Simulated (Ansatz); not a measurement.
Relaxed HfO$_{2}$ (fluorite):

```
CELL_PARAMETERS angstrom
      0.00000     5.09760     5.09760
      2.54880     0.00000     2.54880
      2.54880     2.54880     0.00000
ATOMIC_POSITIONS crystal
  Hf 0.00000 0.00000 0.00000
  Hf 0.50000 0.00000 0.00000
  O  0.12500 0.25000 0.25000
  O  0.62500 0.25000 0.25000
  O  0.37500 0.75000 0.75000
  O  0.87500 0.75000 0.75000
```

Computed with PBE (plane waves to 420 eV, PAW, scalar-relativistic; Ansatz, a quantum-chemistry and plane-wave program). k mesh 9×9×9 (Γ-centred), Fermi-Dirac smearing 0.05 eV. HfO2 is run without spin polarisation. HfO2 was relaxed with its symmetry unable to fall. Spin-orbit coupling is left out, though Hf is heavy. This is a high-temperature form of HfO2.

One atom of the cell was then moved (with its periodic images), all else fixed, and the forces (eV/Å) came out as:

```csv
atom,Fx,Fy,Fz
Hf1,0.104,0.013,0.031
Hf2,-0.162,-0.026,0.166
O3,-0.046,0.190,0.219
O4,-0.743,-1.009,-1.702
O5,0.640,0.560,0.766
O6,0.207,0.272,0.520
```

Which atom was moved, and by which vector (Å)?

O4, by (0.12, 0.12, 0.17), 0.23 Å in all.

(A displaced cell: forces are minus the slopes of the energy, force constants its curvatures, and phonons follow from these.)
